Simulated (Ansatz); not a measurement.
## Which element?

Cell vectors (Å):

```
 1.7371  1.0029  9.6397
-1.7371  1.0029  9.6397
 0.0000 -2.0058  9.6397
```

```tsv
atom	a	b	c
Zr	0.2072	0.2072	0.2072
Zr	0.7928	0.7928	0.7928
X	0.3948	0.3948	0.3948
X	0.6052	0.6052	0.6052
```

Level of theory: PBEsol, all-electron LAPW in Ansatz 0.2.0, scalar-relativistic. k mesh 10×10×10, Fermi-Dirac smearing of 0.100 eV.

Harmonic phonons of a crystal by Kohn-Sham DFT at the given cell, standard atomic masses, acoustic sum rule imposed; negative wavenumbers are unstable modes.

```tsv
point	q a (r.l.u.)	q b (r.l.u.)	q c (r.l.u.)	branch	phonon wavenumber (cm⁻¹)
Gamma	0	0	0	4	68.2
Gamma	0	0	0	6	123.4
Gamma	0	0	0	7	150.6
Gamma	0	0	0	9	168.4
Gamma	0	0	0	11	217.5
Gamma	0	0	0	12	257.1
```

Question: All X atoms are one element. Which one was computed?

Answer: Br; the crystal is ZrBr (R-3m).

Known limits: responses of metals move with mesh and smearing; no dispersion correction, so the spacing and stiffness between layers or molecules are poor; zone-boundary modes aren't tested.
